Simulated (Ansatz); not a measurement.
The relaxed structure here is a generated cell of AlIr: the first start was made by a random draw of sites in a space group, and the end was not matched to a known phase here, so it may be hypothetical.

A relaxed cell of AlIr (P6₃/mmc (No. 194)), relaxed on a k-mesh at least as fine as the one used below. These are PBEsol (plane waves to 420 eV, PAW, scalar-relativistic; Ansatz, an electronic-structure program) values and carry that method's errors. Γ-centred k-mesh 9×9×4 on the run's cell (coarser than for final values), Fermi–Dirac smearing 0.05 eV.

```
CELL_PARAMETERS angstrom
      4.12099     0.00000     0.00000
     -2.06050     3.56888     0.00000
      0.00000     0.00000     8.20146
ATOMIC_POSITIONS crystal
  Al 0.33333 0.66667 0.75000
  Al 0.66667 0.33333 0.25000
  Al 0.00000 0.00000 0.00000
  Al 0.00000 0.00000 0.50000
  Ir 0.33333 0.66667 0.40413
  Ir 0.66667 0.33333 0.90413
  Ir 0.66667 0.33333 0.59587
  Ir 0.33333 0.66667 0.09587
```

The atoms are displaced by (Å):

```csv
atom,ux,uy,uz
Al1,0.226,-0.072,-0.036
Al2,0.031,0.024,-0.009
Al3,0.042,-0.025,0.101
Al4,-0.078,-0.062,-0.109
Ir5,0.040,-0.257,0.102
Ir6,0.077,-0.062,-0.058
Ir7,-0.038,0.047,0.047
Ir8,-0.019,-0.031,-0.040
```

Question: What forces (eV/Å) and pressure result?

Answer: 
```json
[
 {"atom": "Al1", "Fx": "-1.62", "Fy": "0.82", "Fz": "0.80"},
 {"atom": "Al2", "Fx": "-0.17", "Fy": "-0.46", "Fz": "-0.20"},
 {"atom": "Al3", "Fx": "-0.17", "Fy": "-0.17", "Fz": "-0.28"},
 {"atom": "Al4", "Fx": "0.94", "Fy": "-1.41", "Fz": "0.47"},
 {"atom": "Ir5", "Fx": "-0.93", "Fy": "2.24", "Fz": "-1.29"},
 {"atom": "Ir6", "Fx": "0.17", "Fy": "-0.15", "Fz": "1.08"},
 {"atom": "Ir7", "Fx": "1.26", "Fy": "-1.11", "Fz": "-1.27"},
 {"atom": "Ir8", "Fx": "0.52", "Fy": "0.24", "Fz": "0.70"}
]
```

Pressure +4.2 GPa.

Question: Estimate the energy cost of the displacement in the harmonic approximation and compare with the calculation.

Answer: For a harmonic well ΔE = −½ Σ F·u = 0.762 eV a cell, or 95 meV/atom. The calculated energy relative to the undisplaced cell is +0.09 eV/atom, so the harmonic estimate holds well.

No spin polarisation in the result.

The run that gave the undisplaced cell could not lose the symmetry of its start; a randomly shaken copy of 8 atoms returns to this structure.
